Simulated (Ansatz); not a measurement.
SrSi2Au2:
```
CELL_PARAMETERS angstrom
     -2.19451     2.19451     5.03456
      2.19451    -2.19451     5.03456
      2.19451     2.19451    -5.03456
ATOMIC_POSITIONS crystal
  Au 0.75000 0.25000 0.50000
  Au 0.25000 0.75000 0.50000
  Sr 0.00000 0.00000 0.00000
  Si 0.38219 0.38219 0.00000
  Si 0.61781 0.61781 0.00000
```

Relaxed with PBEsol.

Q: Map the electron localisation function on the plane through (0.750, 0.250, 0.500) spanned by u = [1, 1, 0] and v = [1, 0, 1] in lattice vectors, from plane-wave PAW PBEsol (Ansatz code).

A: x is the fraction of u, y of v (the angle between them is 90°; rows are the nearest grid lines); atoms in the plane: Au at (0.00, 0.00), Au at (0.50, 0.00), Sr at (0.75, 0.50), Si at (0.13, 0.50), Si at (0.37, 0.50).
```
y \ x   0.000  0.100  0.175  0.275  0.375  0.450  0.550  0.625  0.725  0.825  0.900   1.00
------  -----  -----  -----  -----  -----  -----  -----  -----  -----  -----  -----  -----
1.00    0.789  0.364  0.265  0.102  0.310  0.592  0.592  0.310  0.102  0.265  0.364  0.789
0.909   0.627  0.319  0.302  0.147  0.315  0.529  0.531  0.321  0.062  0.216  0.341  0.627
0.864   0.545  0.306  0.368  0.214  0.354  0.452  0.468  0.326  0.040  0.142  0.331  0.545
0.773   0.340  0.512  0.585  0.448  0.606  0.316  0.323  0.206  0.229  0.069  0.314  0.340
0.682   0.302  0.741  0.666  0.687  0.710  0.539  0.260  0.064  0.844  0.478  0.127  0.302
0.636   0.314  0.627  0.582  0.772  0.516  0.611  0.193  0.062  0.850  0.749  0.065  0.314
0.545   0.307  0.265  0.377  0.856  0.385  0.505  0.108  0.135  0.371  0.856  0.034  0.307
0.455   0.307  0.265  0.377  0.856  0.385  0.505  0.108  0.135  0.371  0.856  0.034  0.307
0.364   0.314  0.627  0.582  0.772  0.516  0.611  0.193  0.062  0.850  0.749  0.065  0.314
0.318   0.302  0.741  0.666  0.687  0.710  0.539  0.260  0.064  0.844  0.478  0.127  0.302
0.227   0.340  0.512  0.585  0.448  0.606  0.316  0.323  0.206  0.229  0.069  0.314  0.340
0.136   0.545  0.306  0.368  0.214  0.354  0.452  0.468  0.326  0.040  0.142  0.331  0.545
0.0909  0.627  0.319  0.302  0.147  0.315  0.529  0.531  0.321  0.062  0.216  0.341  0.627
0.000   0.789  0.364  0.265  0.102  0.310  0.592  0.592  0.310  0.102  0.265  0.364  0.789
```

The density is the valence pseudo-density with augmentation charge, so density and ELF within about 1 Å of a nucleus are not all-electron values.

Space group I4/mmm. The workflow started from an entry of the Crystallography Open Database (COD). Whether it is the stable phase at ambient conditions was not checked. The PBEsol relaxation kept the symmetry of its start; its stability against distortions is not shown here. Spin–orbit coupling is left out wherever it is not named.

Potentials: the later of the program's two PAW sets.
